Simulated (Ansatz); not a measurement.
Input file for Ansatz (a first-principles code):

Ansatz 0.2 input:
```yaml
crystal:
  lattice:
    - [4.0855308667, 0.0, 0.0]
    - [0.0, 4.0855308667, 0.0]
    - [0.0, 0.0, 4.0855308667]
  atoms:
    - { symbol: Al, position: [0.0, 0.5, 0.5] }
    - { symbol: Al, position: [0.5, 0.5, 0.0] }
    - { symbol: Al, position: [0.5, 0.0, 0.5] }
    - { symbol: Sc, position: [0.0, 0.0, 0.0] }
kpoints:
  mp_grid: { grid: [10, 10, 10] }
hamiltonian:
  xc: r2scan
  pseudopotentials: { kind: paw }
scf:
  occupations: { method: gaussian, width: 0.1 }
checkpoint: { read: metal.run }
output: { write_density: true, elf: true, volumetric_format: npy }
```

Output (shortened):

```
Pseudopotential: Al, paw, valence charge 3
Pseudopotential: Sc, paw, valence charge 11
Functional definition: r2SCAN
Crystal: 4 atoms, lattice volume = 68.194 Å³
Basis set: ecut = 500 eV, 1743 PW (Γ), exchange–correlation on 120×120×120 points (64 copies of the dense FFT grid, shifted against one another)
Bands: 18, of which v1, the nominal top of the filled ones, is band 10 counted from 1 (9 counted from 0)
Symmetry: 48 space group operations
Space group: Pm-3m (ITA 221), of the structure as read, at distance tolerance 4.1e-5 Å
k-points: 56 of 1000
Stability of the state it starts from, as read at its close in the unpolarized treatment …
iter 1 solved again at ethr=8.11e-8 eV; its pass at ethr=3.10e-3 eV (dr2=1.62e-5 eV) is discarded
SCF iter   1: F=—  HF=-3763.769426 eV  |F-HF|=—  |Δ(HF+E_count)|=         —  Δρ=2.47e-7  dr2=6.47e-11  dr2_τ=1.01e-12  ethr=8.11e-8  ⟨swp⟩=2.3  Hψ=7877  notcnv=0
preconditioner: auto → Kerker (q_TF=auto, 2.224 Å⁻¹)
SCF iter   2: F=-3763.769426 eV  HF=-3763.769426 eV  |F-HF|=9.09e-12  |Δ(HF+E_count)|=  8.55e-10  Δρ=1.36e-7  dr2=1.62e-11  dr2_τ=8.03e-13  ethr=1.00e-12  ⟨swp⟩=5.4  Hψ=4110  notcnv=0
SCF 1 converged in 2 iterations: F = -3763.769426 eV  dr2 = 1.62e-11
SCF converged after 2 iterations
Free energy (F): -3763.769426 eV
Harris-Foulkes:  -3763.769426 eV  (|F-HF|=9.09e-12)
Internal energy: -3763.764169 eV  (E = F + TS)
E sigma→0 (E₀):  -3763.766797 eV
Entropy (-TS):   -0.005257 eV (-1.314 meV/atom)
Fermi energy:    9.323391 eV
--- Per-component energies (eV) ---
  E_band       = -138.108861
  E_kinetic    = 334.034802
  E_local      = -1001.543346  (includes V_loc(G=0)·N_el)
  E_nonlocal   = 111.693724
  E_hartree    = 387.588267
  E_xc         = -212.062244
  E_vxc        = -237.126967  (∫ρ·V_xc dr)
  E_paw        = -2384.348938  (= ΣΔE_a)
  E_vpaw       = -133.156780  (= ΣTr[D̂ρ^β])
  E_aug_tail   = 0.000002  (compensation charges beyond the density's cutoff)
  E_vtau       = 12.813122  (kinetic-family band-sum trace: ∫τ·v_τ [+ j·A + Jᵃ·Aᵃ] dr)
  E_ewald      = -998.707619
  E_core_change = -0.418816  (= ΣΔE_core)
  E_smearing   = -0.005257  (= −TS)
  E_closure    =  0.000000  (closes the sum)
  Σ components = -3763.769426   (vs F -3763.769426, Δ=0.00e0)
  [band-id]    e_kinetic+e_local+e_nonlocal+2·e_hartree+e_vxc+e_vpaw+e_augmentation_tail+e_vtau = -138.108911   (vs E_band -138.108861, Δ=-4.96e-5)
--- Band table (eV; the first three rows and the last of 56) ---
  k-point 0: bands = ["-41.7985", "-19.5190", "-19.5190", "-19.5190", "-1.3393", "6.5968", "6.5968", "7.2897", "7.2897", "7.2897", "10.6320", "10.7245", "10.7245", "10.7245", "14.5988", "14.5988", "14.9187", "14.9187"]
  k-point 1: bands = ["-41.7983", "-19.5224", "-19.5187", "-19.5187", "-1.2418", "5.7065", "6.6708", "7.3066", "7.3066", "7.9274", "10.6566", "10.6566", "10.7564", "11.0320", "13.7027", "14.7080", "14.9936", "14.9936"]
  k-point 2: bands = ["-41.7980", "-19.5312", "-19.5181", "-19.5181", "-0.9524", "4.4645", "6.8848", "7.3501", "7.3501", "8.6266", "10.5081", "10.5081", "10.8432", "11.8821", "12.6094", "14.8421", "14.8421", "15.1118"]
  k-point 55: bands = ["-41.7945", "-19.5445", "-19.5445", "-19.5445", "4.3042", "4.3042", "4.3042", "4.4738", "6.0242", "6.0242", "6.0242", "10.3870", "12.2006", "12.2006", "13.6509", "13.6509", "13.6509", "20.9884"]
```

Cost: about 7 core-seconds (a rough figure) on shared cores.

Symmetry was held in the r²SCAN relaxation. The run is not spin-polarised.

Potentials: the later of the program's two PAW sets.

Ansatz is a plane-wave DFT program.
